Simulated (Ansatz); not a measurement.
LaBi (rock salt, space group No. 225) at seven volumes, DFT-PBEsol in the program Ansatz with PAW potentials, scaled uniformly. One row is withheld.

```csv
V (Å³/atom),P (GPa)
32.068,?
33.126,3.72
34.183,1.71
35.240,0.00
36.297,-1.46
37.354,-2.71
38.412,-3.77
```

### Question
Fit the shown pressures and predict the withheld one.

### Answer
P = (3/2)B₀(x^(7/2) − x^(5/2))[1 + (3/4)(B′ − 4)(x − 1)] with x = (V₀/V)^(2/3). Least squares on the six rows gives V₀ = 35.239 Å³/atom, B₀ = 52.6 GPa, B′ = 4.31. At V = 32.068, x = 1.0649 and P = 6.08 GPa. The run itself gave 6.07 GPa.

Space group Fm-3m (rock salt). The first step of the workflow began from a Materials Project structure, measured or hypothetical; the Crystallography Open Database files this formula in space group No. 225, but the cells were not matched. Its standing as an ambient phase is unchecked. The PBEsol relaxation kept the symmetry of its start; of distortions, only those at the zone centre were tested. Scalar-relativistic: spin–orbit coupling is off unless named, which matters more the heavier the elements.

Potentials: the later of the program's two PAW sets.
